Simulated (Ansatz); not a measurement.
This run works on a proposed trial structure, not on a known crystal.

Input and command of a plane-wave DFT calculation in Ansatz:

```yaml
crystal:
  lattice:
    - [4.2489281799, 0.0, 0.0]
    - [-2.1244640899, 3.6796797426, 0.0]
    - [0.0, 0.0, 10.4271040595]
  atoms:
    - { symbol: Sn, position: [0.0, 0.0, 0.8635991586] }
    - { symbol: Sn, position: [0.0, 0.0, 0.1364008414] }
    - { symbol: Ge, position: [0.3333333333, 0.6666666667, 0.7733859729] }
    - { symbol: Ge, position: [0.6666666667, 0.3333333333, 0.2266140271] }
    - { symbol: Ge, position: [0.3333333333, 0.6666666667, 0.5362993778] }
    - { symbol: Ge, position: [0.6666666667, 0.3333333333, 0.4637006222] }
basis:
  ecutwfc: 420
kpoints:
  mp_grid: { grid: [12, 12, 4] }
hamiltonian:
  xc: pbe
scf:
  occupations: { method: gaussian, width: 0.1 }
output:
  forces: true
  stress: true
  eigenvalues: true
relax:
  adjacent_minimum: "off"
  f_tol: 0.01
  max_steps: 30
  cell: { stress_tol: 0.1, fix: [volume] }
```

```bash
ansatz run input.yaml --threads 1 --pin off --max-ram 2560MiB --backend cpu --events-out ev --progress --plain --runs-dir out
```

Processor: Intel(R) Xeon(R) Processor @ 2.50GHz (Skylake/Cascade Lake), 1 thread, on a host shared with other jobs.

Question: Estimate time, memory and problem size.

Answer: About 4.2 min, peak memory 0.71 GiB. It solves 51 bands at 69 k points (after reduction by symmetry) with about 3185 plane waves, in 26 SCF iterations over 4 ionic steps.
